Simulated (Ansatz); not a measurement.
Method: DFT PBE, scalar-relativistic, plane waves, PAW in Ansatz. All cells share a 420 eV cutoff and Γ-centred k meshes spaced at most about 0.3 Å⁻¹ (about 0.25 or finer for metals, 2π included). Collinear spin in cells that started with moments and kept them past the coarse steps, no spin elsewhere.

All energies are static (0 K, no zero-point motion). All come from trial cells, and lower structures may exist.

**Question.** Order these relaxed structures of CrCo by energy, lowest first, with the energy over the lowest of them.
A.

```
Cr Co
1.0
     0.00000    2.51211    2.51211
     2.51211    0.00000    2.51211
     2.51211    2.51211    0.00000
Cr Co
1 1
Direct
  0.00000 0.00000 0.00000
  0.75000 0.75000 0.75000
```

B.

```
Cr Co
1.0
     3.49300    0.00000    0.00000
    -1.74650    3.02503    0.00000
     0.00000    0.00000    4.72603
Cr Co
2 2
Direct
  0.33333 0.66667 0.25000
  0.66667 0.33333 0.75000
  0.00000 0.00000 0.00000
  0.00000 0.00000 0.50000
```

C.

```
Cr Co
1.0
     0.00000    2.31619    2.31619
     2.31619    0.00000    2.31619
     2.31619    2.31619    0.00000
Cr Co
1 1
Cartesian
  2.3162 2.3162 2.3162
  0.0000 0.0000 0.0000
```

**Answer.** B (0 meV/atom), C (215 meV/atom), A (626 meV/atom). Forms: B nickel arsenide type, P6_3/mmc, no spin; C rock salt type, Fm-3m, moments up to 0.9 μB; A zinc blende type, F-43m, moments up to 1.2 μB. Counting all near atoms (those within 1.25 times the shortest distance at each site): B has Cr 6, Co 8; C has Cr 6, Co 6; A has Cr 4, Co 4. Even the lowest lies +0.69 eV/atom against the elements.

Another magnetic order may lie lower. Trial moments died out on the coarse mesh in P6_3/mmc; another magnetic start might hold. Cells relaxed within their symmetry can be saddle points. Some structure types and database cells were kept out of the candidates from the start, so a known form may be missing.
